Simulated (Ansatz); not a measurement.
BAs:
```
CELL_PARAMETERS angstrom
      6.53980     0.00000     0.00000
      0.00000     3.41305     0.00000
      0.00000     0.00000     5.68223
ATOMIC_POSITIONS crystal
  B  0.16103 0.25000 0.40152
  B  0.33897 0.75000 0.90152
  B  0.83897 0.75000 0.59848
  B  0.66103 0.25000 0.09848
  As 0.83553 0.25000 0.39163
  As 0.66447 0.75000 0.89163
  As 0.16447 0.75000 0.60837
  As 0.33553 0.25000 0.10837
```

Relaxed with PBE+D3(BJ). Special points in fractions of this cell's reciprocal vectors: Γ (0.000, 0.000, 0.000); X (0.500, 0.000, 0.000); S (0.500, 0.500, 0.000); Y (0.000, 0.500, 0.000); Z (0.000, 0.000, 0.500); U (0.500, 0.000, 0.500); R (0.500, 0.500, 0.500); T (0.000, 0.500, 0.500).

Problem. List the band energies nearest the valence-band maximum at these points for PBE+D3(BJ) in the plane-wave PAW code Ansatz.

Solution. In eV from the valence-band maximum; about four levels below and three above (degenerate sets whole), none deeper than 8.9 eV; points with the same levels are listed once.

```json
[
 {"k": "Γ", "below": "-1.08 -1.01 -0.81 0.00", "above": "1.18 1.40 1.58"},
 {"k": "X", "below": "-2.29 -2.29 -0.85 -0.85", "above": "1.08 1.08 2.40 2.40"},
 {"k": "S", "below": "-2.98 -2.98 -2.98 -2.98", "above": "2.69 2.69 2.69 2.69"},
 {"k": "Y", "below": "-3.98 -3.98 -2.73 -2.73", "above": "1.35 1.35 3.27 3.27"},
 {"k": "Z", "below": "-2.44 -2.44 -1.37 -1.37", "above": "1.21 1.21 2.11 2.11"},
 {"k": "U", "below": "-1.59 -1.59 -1.48 -1.48", "above": "0.44 0.44 2.84 2.84"},
 {"k": "R", "below": "-3.28 -3.28 -3.28 -3.28", "above": "2.38 2.38 2.38 2.38"},
 {"k": "T", "below": "-2.41 -2.41 -1.44 -1.44", "above": "1.80 1.80 2.87 2.87"}
]
```

Space group Pnma. The start of the workflow was typed in or built on a structure type; neither database checked (COD, Materials Project) lists it. It is not the phase usual at ambient conditions (space group No. 216). The PBE+D3(BJ) relaxation kept the symmetry of its start; whether a distortion lowers the energy is not shown. The volume moved by 25 % from the start of the relaxation. Its formation energy is positive at this level, so the cell may be metastable or incomplete. Scalar-relativistic: spin–orbit coupling is off unless named, which matters more the heavier the elements.

Potentials: the later of the program's two PAW sets.
